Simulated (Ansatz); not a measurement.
CdSiN2:
```yaml
crystal:
  lattice:
    - [1.43905, 0.83083, 5.91111]
    - [-1.43905, 0.83083, 5.91111]
    - [0.00000, -1.66167, 5.91111]
  atoms:
    - { symbol: Cd, position: [0.50000, 0.50000, 0.50000] }
    - { symbol: Si, position: [0.00000, 0.00000, 0.00000] }
    - { symbol: N, position: [0.61422, 0.61422, 0.61422] }
    - { symbol: N, position: [0.38578, 0.38578, 0.38578] }
```

Relaxed with LDA. Special points in fractions of this cell's reciprocal vectors: Γ (0.000, 0.000, 0.000); T (0.500, 0.500, 0.500); H2 (0.820, 0.180, 0.500); H0 (0.500, -0.180, 0.180); L (0.500, 0.000, 0.000); S0 (0.340, -0.340, 0.000); S2 (0.660, 0.000, 0.340); F (0.500, 0.000, 0.500).

Question: List the band energies nearest the Fermi level at these points for LDA in the plane-wave PAW code Ansatz.

Answer: In eV from the Fermi level; about four levels below and three above (degenerate sets whole), none deeper than 8.9 eV; … stands for higher levels left out; points with the same levels are listed once.

```
k                     below           above
--  -----------------------  --------------
Γ   -1.08 -1.08 -0.39 -0.39  1.27 6.32 7.10
T   -1.28 -1.28 -0.17 -0.17  3.41 5.41 6.96
H2  -4.98 -3.62 -1.28 -1.05  2.99 3.47 7.51
L   -2.22 -2.04 -0.70 -0.01     5.20 5.82 …
S0  -4.74 -3.75 -1.23 -1.11  3.18 3.34 7.42
F   -3.45 -3.02 -1.77 -0.34  0.66 5.62 5.95
```

Space group R-3m. The start of the workflow was typed in or built on a structure type; neither database checked (COD, Materials Project) lists it. Whether it is the stable phase at ambient conditions was not checked. The cell was relaxed with LDA under the symmetry of its start; whether a distortion lowers the energy is not shown. The volume moved by -46 % from the start of the relaxation. Scalar-relativistic: spin–orbit coupling is off unless named, which matters more the heavier the elements.

Potentials: the earlier of the program's two PAW sets. The files were generated under PBE; for other functionals the program regenerates the frozen cores, and for LDA and PBEsol the local potential too.
